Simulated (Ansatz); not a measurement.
## Sn₃Se: an elastic constant from a strain scan

All numbers below come from Ansatz 0.2.0, DFT PBE, scalar-relativistic, plane waves, PAW. The runs took a 420 eV cutoff, a Γ-centred 12×12×12 mesh and Gaussian smearing (0.15 eV). No spin polarisation. Energies are free energies at this smearing, counted from the undisturbed cell; pressure is positive in compression.

Zero of the scan (relaxed at this level; with this scan's settings it stands at 0.1 GPa; it needn't be the usual structure):

```yaml
crystal:
  lattice:
    - [0.00000, 3.72795, 3.72795]
    - [3.72795, 0.00000, 3.72795]
    - [3.72795, 3.72795, 0.00000]
  atoms:
    - { symbol: Sn, position: [0.25000, 0.25000, 0.25000] }
    - { symbol: Sn, position: [0.75000, 0.75000, 0.75000] }
    - { symbol: Sn, position: [0.50000, 0.50000, 0.50000] }
    - { symbol: Se, position: [0.00000, 0.00000, 0.00000] }
```

The cell is strained by ε times the Voigt pattern (0, 0, 0, 1, 0, 0) (xx, yy, zz, yz, xz, xy; engineering shear) with fractional coordinates fixed. The cell holds 4 atoms in V0 = 103.62 Å³. The stress column is τ = (1/V0) dE/dε, got from the stress tensor σ (compression positive) at each point as −det(1 + εP) σ : P(1 + εP)⁻¹, with P the pattern as a tensor.

```csv
ε,ΔE (meV/atom),τ (GPa)
-0.0175,0.253,-0.182
-0.0150,0.185,-0.155
-0.0125,0.128,-0.128
-0.0100,0.082,-0.102
-0.0075,0.045,-0.076
-0.0050,0.020,-0.050
0.0000,0.000,0.000
0.0050,0.020,0.050
0.0075,0.045,0.076
0.0100,0.082,0.102
0.0125,0.128,0.128
0.0150,0.185,0.155
0.0175,0.253,0.182
0.0200,?,?
```

Task: Which combination of elastic constants does this scan measure, and how large is it?

Result: For small ε, τ = τ0 + Kε with K = pᵀCp, which for this pattern is C44 in the cubic axes. The parabola through τ at ε = -0.0050, 0 and 0.0050 has slope K = 10.1 GPa at zero. The energies per cell, E = NΔE, of the wider pair ε = ±0.0175 give K = 2[E(ε₊)/ε₊ − E(ε₋)/ε₋]/[(ε₊ − ε₋)V0] = 10.2 GPa, in agreement. These are clamped-ion values.

Task: Predict the withheld row at ε = 0.0200 from the harmonic law, and compare.

Result: ΔE = V0(τ0 ε + Kε²/2)/N = 0.327 meV/atom and τ = 0.20 GPa. The calculation gives 0.332 meV/atom and 0.21 GPa, a miss of 0.01 meV/atom at most, so the harmonic law still holds here.

Forces appear on the atoms along this scan, and letting them relax would lower the energy and soften the response. In a metal these slopes depend on the k mesh and the smearing.

Cost: 8 runs of about 8.5 core-minutes in all, on Intel Xeon Processor @ 2.70GHz (shared hosts).